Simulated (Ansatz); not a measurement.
In₂Ag:
```cif
data_Ag4In8
_chemical_formula_sum 'In8 Ag4'
_space_group_name_H-M_alt 'I4/mcm'
_space_group_IT_number 140
_space_group_name_Hall '-I 4 2c'
_cell_length_a 6.85262
_cell_length_b 6.85262
_cell_length_c 5.55191
_cell_angle_alpha 90.000
_cell_angle_beta 90.000
_cell_angle_gamma 90.000
loop_
_atom_site_label
_atom_site_type_symbol
_atom_site_symmetry_multiplicity
_atom_site_Wyckoff_symbol
_atom_site_fract_x
_atom_site_fract_y
_atom_site_fract_z
_atom_site_occupancy
In1 In 8 h 0.34482 0.15518 0.00000 1
Ag1 Ag 4 a 0.00000 0.00000 0.25000 1
```
(The calculation used a cell of 6 atoms; values per cell refer to that cell.)

Relaxed at zero pressure with plane-wave PAW PBEsol (Ansatz code).

Problem. The volume is raised by 6 % and shape and atoms relax at that volume. What pressure results, and how do the axes share the change?

Solution. -3.3 GPa; a 2.0 %, b 2.0 %, c 1.8 %; the energy rises by 14 meV/atom.

Problem. Give the new structure.

Solution. 
Space group I4/mcm (No. 140); a = b = 6.991 Å, c = 5.654 Å, α = β = γ = 90.00°

| atom | site | symmetry | x | y | z |
|---|---|---|---|---|---|
| In | 8h | m.2m | 0.3439 | 0.1561 | 0.0000 |
| Ag | 4a | 422 | 0.0000 | 0.0000 | 0.2500 |

The phase is kept; no other phase was compared at this pressure.

The first step of the workflow began from a Materials Project structure, measured or hypothetical; the Crystallography Open Database files this formula in space group No. 140, but the cells were not matched. Whether it is the stable phase at ambient conditions was not checked. Symmetry was held in the PBEsol relaxation; of distortions, only those at the zone centre were tested. No spin polarisation was allowed. Axis ratios of metals converge slowly with the k-mesh, so a and c are less sure than the volume.

Potentials: the later of the program's two PAW sets.
